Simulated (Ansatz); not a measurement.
Calculation for Zn (hcp type): DFT, LDA, PAW with other files of Ansatz's library (source ansatz), scalar-relativistic (Ansatz 0.2.0). This run: one bond, the shortest of the undistorted cell, set to 1.773 Å, source ansatz.

The cell is held at a set volume and isn't relaxed, so it needn't be at zero pressure.

Command: `ansatz run input.yaml --threads 1 --pin off --max-ram 2048MiB --backend cpu --events-out ev --progress --plain --runs-dir out` It took 26 s on 1 thread of Arm Neoverse V1 (shared host), peak memory 0.5 GiB.

```yaml
crystal:
  lattice:
    - [2.7850770257, 0.0, 0.0]
    - [-1.3925385129, 2.4119474558, 0.0]
    - [0.0, 0.0, 4.5118247817]
  atoms:
    - { symbol: Zn, position: [0.2133333333, 0.6066666667, 0.16] }
    - { symbol: Zn, position: [0.7866666667, 0.3933333333, 0.84] }
kpoints:
  mp_grid: { grid: [12, 12, 7] }
scf:
  occupations: { method: fermi_dirac, width: 0.05 }
hamiltonian:
  xc: lda
  pseudopotentials: { kind: paw, source: ansatz }
output:
  forces: true
  stress: true
  eigenvalues: true
  write_density: true
  write_potential: true
  elf: true
  volumetric_format: npy
```

Output:

```
Engine: ansatz 0.2.0
Pseudopotentials: kind: paw
Pseudopotential: Zn, paw, valence charge 20, recommended cutoff 660 eV (normal), Zn.paw.azcp
Functional definition: SPW92
  exchange = slater_x
  correlation = pw_c
Crystal: 2 atoms, lattice volume = 30.308 Å³
Basis set: ecut = 660 eV, 1141 PW (Γ)
Bands: 24, of which v1, the nominal top of the filled ones, is band 20 counted from 1 (19 counted from 0)
Symmetry: 4 space group operations
Space group: C2/m (ITA 12), of the structure as read, at distance tolerance 3.1e-5 Å
k-points: 277 of 1008
Non-local potential: Zn, projectors of the file, l = 0: 3, l = 1: 3, l = 2: 3, l = 3: 1
PAW form: soft (Blöchl's): semilocal exchange-correlation on the pseudo side does not see the compensation charge
PAW frozen core: Zn, regenerated for the run's functional, and the local potential with it (the file was generated under x = pbe(κ = 0.804, μ = 0.2195149727645171), c = pbe(β = 0.06672455060314922))
PAW one-centre angular grid: Zn, 590 points (default); XC on 64 Gauss nodes
Initial density: superposition of atomic densities (chi_scale 0.1, normalization cell)
Initial wavefunctions: pseudopotential atomic-orbital guess
Functional: x = slater, c = lda
SCF iter   1: F=—  HF=-14817.805779 eV  |F-HF|=—  |Δ(HF+E_count)|=         —  Δρ=8.50e-2  dr2=1.58e0  ethr=3.10e-3  ⟨swp⟩=5.5  Hψ=25564  notcnv=0
preconditioner: auto → LDOS  [metal: Δε(μ)=0.098 eV  Ē_g=13.011 eV  σ=0.050 eV  W_gap=0.45  n_scr=10 (ndim 8)  ℏωp=33.0 eV  f_vac=0.104  D(μ)=0.39/eV (n_scr^D=2)  β→1.0]
SCF iter   2: F=—  HF=-14818.237589 eV  |F-HF|=—  |Δ(HF+E_count)|=   4.32e-1  Δρ=1.36e-1  dr2=2.40e0  ethr=3.10e-3  ⟨swp⟩=3.0  Hψ=16591  notcnv=0
SCF iter   3: F=—  HF=-14817.306971 eV  |F-HF|=—  |Δ(HF+E_count)|=   9.31e-1  Δρ=2.53e-2  dr2=8.37e-2  ethr=3.10e-3  ⟨swp⟩=2.8  Hψ=14883  notcnv=0  defer=1
SCF iter   4: F=—  HF=-14817.277201 eV  |F-HF|=—  |Δ(HF+E_count)|=   2.98e-2  Δρ=2.72e-3  dr2=1.38e-3  ethr=2.09e-4  ⟨swp⟩=2.3  Hψ=13328  notcnv=0  defer=1
SCF iter   5: F=—  HF=-14817.277009 eV  |F-HF|=—  |Δ(HF+E_count)|=   1.92e-4  Δρ=5.27e-4  dr2=5.86e-5  ethr=3.45e-6  ⟨swp⟩=2.0  Hψ=10680  notcnv=0  defer=1
SCF iter   6: F=—  HF=-14817.277011 eV  |F-HF|=—  |Δ(HF+E_count)|=   1.66e-6  Δρ=6.37e-5  dr2=6.57e-7  ethr=1.47e-7  ⟨swp⟩=2.5  Hψ=10620  notcnv=0  defer=1
SCF iter   7: F=-14817.277011 eV  HF=-14817.277011 eV  |F-HF|=9.78e-9  |Δ(HF+E_count)|=   1.52e-7  Δρ=1.02e-5  dr2=1.87e-8  ethr=2.50e-10  ⟨swp⟩=9.0  Hψ=49393  notcnv=0
SCF 1 converged in 7 iterations: F = -14817.277011 eV  dr2 = 1.87e-8
  Residual-converged pass: ⟨swp⟩=1.0  Hψ=7764  notcnv=0  max |occ|·‖R‖ = 7.1e-9 eV (tolerance 1.0e-8 eV)  dr2=1.87e-8  dr2_onsite=4.25e-9  max |Δocc| = 9.4e-12
  greatest PAW one-centre occupation: 0.999 electrons in one spin orbital (limit 2), on the Zn atom at site 1 (counted from 0), in its partial waves of l = 0
SCF converged after 7 iterations
Free energy (F): -14817.277011 eV
Harris-Foulkes:  -14817.277011 eV  (|F-HF|=9.78e-9)
Internal energy: -14817.273405 eV  (E = F + TS)
E sigma→0 (E₀):  -14817.275208 eV
Entropy (-TS):   -0.003606 eV (-1.803 meV/atom)
Fermi energy:    13.561416 eV
--- Per-component energies (eV) ---
  E_band       = -1124.736214
  E_kinetic    = 1095.454141
  E_local      = -13725.920537  (includes V_loc(G=0)·N_el)
  E_nonlocal   = 1880.105881
  E_hartree    = 5411.479788
  E_xc         = -290.950204
  E_vxc        = -380.306413  (∫ρ·V_xc dr)
  E_paw        = -3242.986980  (= ΣΔE_a)
  E_vpaw       = -817.045181  (= ΣTr[D̂ρ^β])
  E_aug_tail   = 0.000228  (compensation charges beyond the density's cutoff)
  E_ewald      = -5945.381834
  E_core_change = 0.926111  (= ΣΔE_core)
  E_smearing   = -0.003606  (= −TS)
  E_closure    = 0.000000  (closes the sum)
  Σ components = -14817.277011   (vs F -14817.277011, Δ=0.00e0)
--- Forces (eV/Å), atoms counted from 1 ---
  atom   1  Zn     6.33846901     3.65951679    11.98791652
  atom   2  Zn    -6.33846901    -3.65951679   -11.98791652
  max |Σ_I F_I| component: 4.44e-16 eV/Å
--- Stress (GPa, compression-positive) ---
       31.876704      16.007225      48.225934
       16.007225      13.393152      27.843256
       48.225928      27.843253      80.653068
  P = ⅓ Tr σ = 41.9743 GPa (419.743 kbar)
--- Band table (eV; the first three rows and the last of 277) ---
  k-point 0: bands = ["-113.0105", "-112.8569", "-68.1431", "-67.5043", "-67.4873", "-67.4345", "-67.4306", "-67.3597", "2.2274", "3.3591", "3.3997", "4.0929", "4.6883", "5.1792", "5.2756", "5.9378", "6.0608", "6.2371", "6.6134", "11.7437", "11.9361", "27.4847", "28.0730", "28.9566"]
  k-point 1: bands = ["-113.0105", "-112.8569", "-68.1431", "-67.5043", "-67.4874", "-67.4344", "-67.4306", "-67.3598", "2.3132", "3.3561", "3.4014", "4.0904", "4.6852", "5.1772", "5.2808", "5.9423", "6.0758", "6.2393", "6.6123", "9.9570", "14.0352", "27.5714", "28.1477", "29.0111"]
  k-point 2: bands = ["-113.0105", "-112.8569", "-68.1430", "-67.5043", "-67.4875", "-67.4343", "-67.4306", "-67.3599", "2.5273", "3.3516", "3.4028", "4.0850", "4.6784", "5.1727", "5.2931", "5.9524", "6.1337", "6.2442", "6.6050", "8.4824", "16.4326", "26.7783", "27.8176", "28.3335"]
  k-point 276: bands = ["-113.0037", "-112.8610", "-68.1510", "-67.5364", "-67.5253", "-67.4185", "-67.4066", "-67.3608", "3.1103", "3.8603", "4.0725", "4.3125", "5.4054", "5.5321", "5.8499", "5.8565", "6.0743", "6.2517", "10.2885", "10.4415", "14.2799", "14.6053", "21.5339", "25.8740"]
```

The PAW files were made under PBE.
